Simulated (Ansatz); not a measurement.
MnPt (L1₀ or tetragonal B2, P4/mmm) under volume change, plane-wave PAW r²SCAN (Ansatz code), shape and atoms relaxed at each volume.

| V (Å³/atom) | E − E(relaxed) (meV/atom) | P (GPa) |
|---|---|---|
| 13.375 | 80.6 | 21.42 |
| 13.816 | 33.6 | 12.97 |
| 14.257 | 7.9 | 5.90 |
| 14.698 | 0.0 | 0.01 |
| 15.139 | 6.9 | -4.90 |
| 15.580 | 26.2 | -9.00 |
| 16.021 | 55.9 | -12.43 |

Problem. What does a third-order Birch–Murnaghan fit give for V₀, B₀ and B′?

Solution. V₀ = 14.70 Å³/atom, B₀ = 179 GPa, B′ = 5.0.

The start of the workflow was typed in or built on a structure type; the Crystallography Open Database files this formula in space group No. 123, but the cells were not matched. Its standing as an ambient phase is unchecked. The cell was relaxed with r²SCAN under the symmetry of its start, as lowered by the spin order; its stability against distortions is not shown here. Magnetic state: antiferromagnetic, chosen from 5 collinear starts compared on coarse meshes (ties went to the first, and starts can fall back to one state), not a proven ground state. Other orbital occupations within this spin state were not tried. Spin–orbit coupling is left out wherever it is not named.

Potentials: the later of the program's two PAW sets.
